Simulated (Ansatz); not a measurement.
Data:

K$_{2}$NiO$_{2}$:
```
CELL_PARAMETERS angstrom
     -1.96286     1.96286     6.37186
      1.96286    -1.96286     6.37186
      1.96286     1.96286    -6.37186
ATOMIC_POSITIONS crystal
  K  0.65490 0.65490 0.00000
  K  0.34510 0.34510 0.00000
  Ni 0.00000 0.00000 0.00000
  O  0.13229 0.13229 0.00000
  O  0.86771 0.86771 0.00000
```
The run is spin-polarised; directions of the spins, atom by atom: 0 0 ↑ ↑ ↑.

This is the r²SCAN-relaxed structure. Tensor components refer to the Cartesian frame of this cell.

Task: All from plane-wave PAW r²SCAN (Ansatz code), unless another level is named. Estimate the formation energy from the elements (no fitted shifts).

Result: -1.32 eV/atom.

Task: And the smallest direct gap on the standard path?

Result: 1.71 eV.

Task: What about the band gap?

Result: 1.59 eV (indirect).

Task: Give the valence-band maximum.

Result: at P.

Task: What about the conduction-band minimum?

Result: off the standard path, at k = (0.240, -0.250, 0.250) in fractions of the reciprocal vectors.

Space group I4/mmm. The workflow started from a Materials Project entry (that database holds measured and hypothetical structures alike); the Crystallography Open Database files this formula in space group No. 139, but the cells were not matched. Whether it is the stable phase at ambient conditions was not checked. The cell was relaxed with r²SCAN under the symmetry of its start; whether a distortion lowers the energy is not shown. The final state is ferromagnetic, the only order run, not a proven ground state. The cell computed holds one magnetic atom, so no antiferromagnetic order was within reach. Other orbital occupations within this spin state were not tried. No Hubbard U is applied. The references are the lowest solids computed at this level, not always the standard phases (solids in place of the gases).

Potentials: the later of the program's two PAW sets.
